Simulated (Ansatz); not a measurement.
Relaxed-ion elastic tensor of MgS (rock salt, Fm-3m) in GPa (Voigt order), r²SCAN (plane waves, PAW; program Ansatz); density 2.65 g/cm³, 17.63 Å³ per atom.

```csv
,1,2,3,4,5,6
1,152,43.9,43.9,0.0,0.0,0.0
2,43.9,152,43.9,0.0,0.0,0.0
3,43.9,43.9,152,0.0,0.0,0.0
4,0.0,0.0,0.0,60.1,0.0,0.0
5,0.0,0.0,0.0,0.0,60.1,0.0
6,0.0,0.0,0.0,0.0,0.0,60.1
```

Question: Is the crystal mechanically stable?

Answer: Yes: the smallest eigenvalue of C is 60.1 GPa.

Question: Work out the Voigt, Reuss and Hill averages.

Answer: K_V = 79.8, K_R = 79.8, K_H = 79.8; G_V = 57.6, G_R = 57.4, G_H = 57.5 GPa.

Question: Give Young's modulus, Poisson's ratio, Pugh's ratio and the universal anisotropy index.

Answer: E = 9KG/(3K + G) = 139 GPa; ν = 0.21; K/G = 1.39 (brittle by the Pugh limit of 1.75); A_U = 5G_V/G_R + K_V/K_R − 6 = 0.01.

Question: Estimate the sound speeds and the Debye temperature.

Answer: v_l = √((K + 4G/3)/ρ) = 7680 m/s, v_t = √(G/ρ) = 4650 m/s, mean 5140 m/s; Θ = (h/k)(3n/4πV)^(1/3) v_m = 588 K.

Question: Give the Zener ratio and Young's modulus along [100], [110] and [111].

Answer: A = 2C44/(C11 − C12) = 1.12; 1/E = S11 − 2(S11 − S12 − S44/2)Γ with Γ = 0, 1/4, 1/3 gives 132, 141, 144 GPa.

Question: Solve the Christoffel equation for the three sound speeds along [100], [110], [111].

Answer: Eigenvalues of C_ijkl n_j n_l equal ρv². In km/s, slowest first: [100] 4.76, 4.76, 7.56; [110] 4.50, 4.76, 7.71; [111] 4.59, 4.59, 7.76.

The cell was relaxed with r²SCAN under the symmetry of its start.

Potentials: the earlier of the program's two PAW sets.
